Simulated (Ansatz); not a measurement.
**Ansatz 0.2.0, settings compared: ZrB**

Run with:

```bash
ansatz run input.yaml --threads 1 --pin off --max-ram 2560MiB --backend cpu --events-out ev --progress --plain --runs-dir out
```

The input file (Ansatz 0.2.0, plane waves):

```yaml
crystal:
  lattice:
    - [0.0, 2.2958557, 2.2958557]
    - [2.2958557, 0.0, 2.2958557]
    - [2.2958557, 2.2958557, 0.0]
  atoms:
    - { symbol: Zr, position: [0.0, 0.0, 0.0] }
    - { symbol: B, position: [0.5, 0.5, 0.5] }
  symmetry: { tolerance: 0.0003 }
kpoints:
  mp_grid: { grid: [7, 7, 7], shift: [0, 0, 0] }
magnetization:
  spin_polarized: false
scf:
  occupations: { method: fermi_dirac, width: 0.0502 }
hamiltonian:
  pseudopotentials: { kind: paw }
  xc: r2scan
basis:
  ecutwfc: 500
output:
  forces: true
  stress: true
  eigenvalues: true
relax:
  max_steps: 40
  cell: {}
```

Origin of the cell: a database entry, scaled a little.

Output of this run (shortened):

```
SCF iter   1: F=—  HF=-4351.697195 eV  Δρ=6.37e-3  dr2=7.01e-3  dr2_τ=1.24e-1
SCF iter   2: F=—  HF=-4351.759409 eV  Δρ=4.43e-3  dr2=3.37e-3  dr2_τ=1.55e-4  defer=6
SCF iter   3: F=—  HF=-4351.761148 eV  Δρ=2.70e-3  dr2=2.66e-3  dr2_τ=2.38e-4  defer=6
SCF iter   4: F=—  HF=-4351.760440 eV  Δρ=5.70e-4  dr2=9.43e-5  dr2_τ=5.18e-6  defer=6
SCF iter   5: F=—  HF=-4351.760463 eV  Δρ=1.89e-4  dr2=8.94e-6  dr2_τ=3.12e-7  defer=6
SCF iter   6: F=-4351.760466 eV  HF=-4351.760466 eV  Δρ=1.45e-5  dr2=3.72e-8  dr2_τ=2.33e-9
relax step   1: F+E_penalty+E_count = -4351.760466 eV  Δ(F+E_penalty+E_count) = +0.000e0 eV  max|allowed force component| = 0.0 eV/Å  Δτ_max = 0.0000 Å  P = +48.106 GPa  Ω = 24.203 Å³  (6 SCF […]
relax step   2: F+E_penalty+E_count = -4352.398100 eV  Δ(F+E_penalty+E_count) = -6.376e-1 eV  max|allowed force component| = 0.0 eV/Å  Δτ_max = 0.0000 Å  P = +10.860 GPa  Ω = 27.918 Å³  energ […]
relax step   3: F+E_penalty+E_count = -4352.449966 eV  Δ(F+E_penalty+E_count) = -5.187e-2 eV  max|allowed force component| = 0.0 eV/Å  Δτ_max = 0.0000 Å  P = +2.316 GPa  Ω = 29.223 Å³  energy […]
relax step   4: F+E_penalty+E_count = -4352.452697 eV  Δ(F+E_penalty+E_count) = -2.731e-3 eV  max|allowed force component| = 0.0 eV/Å  Δτ_max = 0.0000 Å  P = -0.085 GPa  Ω = 29.647 Å³  energy […]
relax step   5: F+E_penalty+E_count = -4352.452708 eV  Δ(F+E_penalty+E_count) = -1.055e-5 eV  max|allowed force component| = 0.0 eV/Å  Δτ_max = 0.0000 Å  P = -0.001 GPa  Ω = 29.632 Å³  energy […]
relax step   6: F+E_penalty+E_count = -4352.456352 eV  Δ(F+E_penalty+E_count) = -3.644e-3 eV  max|allowed force component| = 0.0 eV/Å  Δτ_max = 0.0000 Å  P = +0.070 GPa  Ω = 29.632 Å³  stress off target by 7.04e-2 GPa […]
relax step   7: F+E_penalty+E_count = -4352.456349 eV  Δ(F+E_penalty+E_count) = +3.119e-6 eV  max|allowed force component| = 0.0 eV/Å  Δτ_max = 0.0000 Å  P = +0.001 GPa  Ω = 29.644 Å³  energy […]
relax step   8: F+E_penalty+E_count = -4352.456362 eV  Δ(F+E_penalty+E_count) = -1.260e-5 eV  max|allowed force component| = 0.0 eV/Å  Δτ_max = 0.0000 Å  P = +0.001 GPa  Ω = 29.644 Å³  stress off target by 1.14e-3 GPa […]
SCF 8 converged in 5 iterations: F = -4352.456362 eV  dr2 = 1.63e-11
basis re-selected at this cell: Δ(F+E_penalty+E_count) = -1.260e-5 eV, ΔP = +0.000 GPa vs the last step (what re-selecting the basis moved, of the pressure what is left beyond the Pulay corre […]
SCF converged after 5 iterations
Free energy (F): -4352.456362 eV
Harris-Foulkes:  -4352.456362 eV  (|F-HF|=9.09e-12)
Internal energy: -4352.442284 eV  (E = F + TS)
E sigma→0 (E₀):  -4352.449323 eV
Entropy (-TS):   -0.014078 eV (-7.039 meV/atom)
Fermi energy:    12.068299 eV
--- Per-component energies (eV) ---
  E_band       = -94.363405
  E_kinetic    = 377.863313
  E_local      = -638.767280  (includes V_loc(G=0)·N_el)
  E_nonlocal   = 90.877847
  E_hartree    = 198.039385
  E_xc         = -186.602879
  E_vxc        = -251.381511  (∫ρ·V_xc dr)
  E_paw        = -3050.657021  (= ΣΔE_a)
  E_vpaw       = -83.251627  (= ΣTr[D̂ρ^β])
  E_aug_tail   = 0.000009  (compensation charges beyond the density's cutoff)
  E_vtau       = 14.217001  (kinetic-family band-sum trace: ∫τ·v_τ [+ j·A + Jᵃ·Aᵃ] dr)
  E_ewald      = -1143.012475
  E_core_change = -0.183184  (= ΣΔE_core)
  E_smearing   = -0.014078  (= −TS)
  Σ components = -4352.456362   (vs F -4352.456362, Δ=0.00e0)
--- Forces (eV/Å), atoms counted from 1 ---
  atom   1  Zr    -0.000000     0.000000    -0.000000
  atom   2  B      0.000000    -0.000000    -0.000000
  max |Σ_I F_I| component: 0.0 eV/Å
--- Stress (GPa, compression-positive) ---
        0.001139      -0.000000      -0.000000
       -0.000000       0.001139      -0.000000
       -0.000000      -0.000000       0.001139
  P = ⅓ Tr σ = 0.0011 GPa (0.011 kbar)
--- Relaxed structure (6 steps of the walk, 6 accepted, 2 SCFs on fresh bases) ---
  F+E_penalty+E_count = -4352.456362 eV   max|allowed force component| = 0.0 eV/Å   (the final SCF, on the basis selected at the relaxed cell)
  cell:  # Å, volume = 29.6445 Å³
    - [0.0, 2.456431, 2.456431]
    - [2.456431, 0.0, 2.456431]
    - [2.456431, 2.456431, 0.0]
  atoms:
    - { symbol: Zr, position: [0.0, 0.0, 0.0] }
    - { symbol: B, position: [0.500000, 0.500000, 0.500000] }
```

The same input was run again with these changes:

1. `scf.mixing.algorithm` default → msr1; `scf.mixing.beta` default → 0.05
2. `crystal.symmetry` { tolerance: 0.0003 } → { detect: false }; `accuracy` default → low
3. `hamiltonian.xc` r2scan → rpbe; `scf.occupations.width` 0.0502 → 0.005; `scf.occupations.method` fermi_dirac → cold
4. `basis.ecutrho_ratio` default → 4; `kpoints.mp_grid.grid` [7, 7, 7] → [5, 5, 5]

```csv
run,end,SCF iterations,volume (Å³/atom),max force component (eV/Å),moment (μB),ΔE(σ→0) (meV/atom)
base,converged,42,14.82,0.000,–,0
1,converged,82,14.82,0.000,–,0.00
2,converged,46,14.82,0.000,–,0.00
3,converged,29,15.00,0.000,–,–
4,converged,43,14.84,0.000,–,-13.58
```

Energies are compared only where functional, datasets, charge and starting cell are the same.

Not properties of the system: run 4 (too coarse or loose: `kpoints.mp_grid.grid` = [5, 5, 5]).

Caveats of the base run: no moments, though an odd count or open d shells may carry them; the k mesh is coarse if the cell is a metal; the relaxation held the start's symmetry, so the end may be a saddle point.

Run 2: the displaced walk ended near the symmetry of the start; the program displaced the start to leave a saddle point.
Run 3: forces of this functional can be a tenth off on datasets made under PBE.

The base run ran for 7.5 s on 1 thread of Intel(R) Xeon(R) 6975P-C (Granite Rapids) (shared host), peak memory 0.41 GiB, from the program's own first density.
